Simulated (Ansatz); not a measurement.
Trial structure of Zr₂TiB₂, not yet relaxed:

```cif
data_structure
_symmetry_space_group_name_H-M 'P4/mmm'
_symmetry_Int_Tables_number 123
_cell_length_a 3.5963
_cell_length_b 3.5963
_cell_length_c 4.7545
_cell_angle_alpha 90.000
_cell_angle_beta 90.000
_cell_angle_gamma 90.000
_cell_volume 61.49
loop_
_atom_site_label
_atom_site_type_symbol
_atom_site_symmetry_multiplicity
_atom_site_Wyckoff_symbol
_atom_site_fract_x
_atom_site_fract_y
_atom_site_fract_z
_atom_site_occupancy
Zr1 Zr 2 h 0.50000 0.50000 0.72471 1
Ti1 Ti 1 a 0.00000 0.00000 0.00000 1
B1 B 2 e 0.50000 0.00000 0.50000 1
```

Method: DFT PBE, scalar-relativistic, plane waves, PAW (Ansatz 0.2.0). Settings: cutoff 420 eV, Γ-centred mesh 6×6×4 on the computed 5-atom cell, Gaussian smearing of 0.10 eV; no spin polarisation.

The zero of energy is the elements' standard structures at the same level; no fitted shifts are applied.

Question: What does a single point on this coarse mesh give?

Answer: The pressure is 73.7 GPa (the mean over three directions, positive in compression), the largest force is 7.62 eV/Å, and the energy is +1.84 eV/atom against the elements. The shortest distance is 2.09 Å.

Question: How much does it gain on relaxing, and where does it end?

Answer: Relaxing gains about 1.6 eV/atom (the start's value is from the coarse mesh, so the gain is rough) in 36 ionic steps and ends at +0.24 eV/atom on the finer mesh. The symmetry stays P4/mmm (No. 123). The volume per atom grows by 26.5 %, from 12.3 to 15.6 Å³. The shortest distance goes from 2.09 Å (Zr–B) to 2.13 Å (B–B). The ratio c/a of the conventional cell changes by a factor of 2.16. Conventional cell: a = 3.009 Å, c = 8.593 Å. Zr has 4 B at 2.43 Å, 4 Zr at 3.01 Å and 4 Ti at 3.20 Å; around Ti lie 4 Ti at 3.01 Å and 8 Zr at 3.20 Å; B is surrounded by 4 B at 2.13 Å and 4 Zr at 2.43 Å.

The last run used a 12×12×6 mesh (in the run's order of axes) for its 5-atom cell and Gaussian smearing of 0.10 eV. The relaxation can't lower the symmetry of the start. Symmetry constrained the relaxation, so the result can be a saddle point. Another cell of Zr2TiB2 relaxed alike, in P-6m2, lies 0.77 eV/atom lower, so this cell isn't the stable form at this level.
